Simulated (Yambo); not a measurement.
NaAlS2O8 (space group C2/m, No. 12), G0W0@LDA in Yambo with this input:

```
rim_cut
gw0
dyson
el_el_corr
HF_and_locXC
ppa
em1d
RandQpts= 1000000
RandGvec= 1 Ry
EXXRLvcs= 88 Ry
VXCRLvcs= 352 Ry
Chimod= "HARTREE"
% BndsRnXp
 2 | 222 |
%
NGsBlkXp= 7 Ry
% LongDrXp
 1.0 | 1.0 | 1.0 |
%
PPAPntXp= 27.2114 eV
% GbndRnge
 1 | 222 |
%
GTermKind= "BG"
DysSolver= "n"
ExtendOut
```

On a 2×2×2 mesh, with wavefunctions cut at 88 Ry, the gap ((-0.5, -0.5, 0) → Γ) is 8.557 eV and the valence edge shifts by -1.597 eV.

### Question
What happens with this change: 3 Ry block?

### Answer
The gap rises by 0.060 eV, to 8.617 eV; the shift of the valence edge becomes -1.688 eV. Neither run is shown to be the converged limit.

Geometry of the Materials Project entry, not relaxed at this level; primitive cell a = 4.7108 Å, b = 4.7108 Å, c = 7.3088 Å, α = 92.54°, β = 92.54°, γ = 65.06°.

The structure is a Materials Project entry; no match was found in the copy of COD used, and its stability was not checked.

A shift is the quasiparticle energy of the state minus its LDA energy.
